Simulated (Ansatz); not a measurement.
Al:
```cif
data_Al11
_chemical_formula_sum 'Al11'
_space_group_name_H-M_alt 'P 1'
_space_group_IT_number 1
_cell_length_a 2.82801
_cell_length_b 2.82801
_cell_length_c 25.33597
_cell_angle_alpha 90.000
_cell_angle_beta 90.000
_cell_angle_gamma 120.000
loop_
_space_group_symop_operation_xyz
  'x, y, z'
loop_
_atom_site_label
_atom_site_type_symbol
_atom_site_fract_x
_atom_site_fract_y
_atom_site_fract_z
_atom_site_occupancy
Al1 Al 0.33333 0.66667 0.86269 1
Al2 Al 0.66667 0.33333 0.95400 1
Al3 Al 0.33333 0.66667 0.04600 1
Al4 Al 0.66667 0.33333 0.13731 1
Al5 Al 0.00000 0.00000 0.22783 1
Al6 Al 0.33333 0.66667 0.31857 1
Al7 Al 0.66667 0.33333 0.40927 1
Al8 Al 0.00000 0.00000 0.50000 1
Al9 Al 0.33333 0.66667 0.59073 1
Al10 Al 0.66667 0.33333 0.68143 1
Al11 Al 0.00000 0.00000 0.77217 1
```

Relaxed with r²SCAN.

Problem. Tabulate the valence density and the electron localisation function along the shortest Al–Al contact (2.82 Å), plane-wave PAW r²SCAN (Ansatz code).

Solution. 

```
distance from Al (Å)  density (e/Å³)   ELF
--------------------  --------------  ----
0.28                            0.06  0.07
0.42                            0.08  0.02
0.56                            0.11  0.07
0.70                            0.16  0.26
0.84                            0.20  0.48
0.99                            0.22  0.60
1.13                            0.22  0.63
1.27                            0.22  0.63
1.41                            0.21  0.63
1.55                            0.22  0.64
1.69                            0.22  0.64
1.83                            0.22  0.60
1.97                            0.20  0.49
2.11                            0.16  0.26
2.25                            0.12  0.06
2.39                            0.08  0.02
2.53                            0.06  0.06
```

The density is the valence pseudo-density with augmentation charge, so density and ELF within about 1 Å of a nucleus are not all-electron values.

Space group P-3m1. The start of the workflow was typed in or built on a structure type; neither database checked (COD, Materials Project) lists it. It is not the phase usual at ambient conditions (space group No. 225). The r²SCAN relaxation kept the symmetry of its start; its stability against distortions is not shown here.

Potentials: the later of the program's two PAW sets.
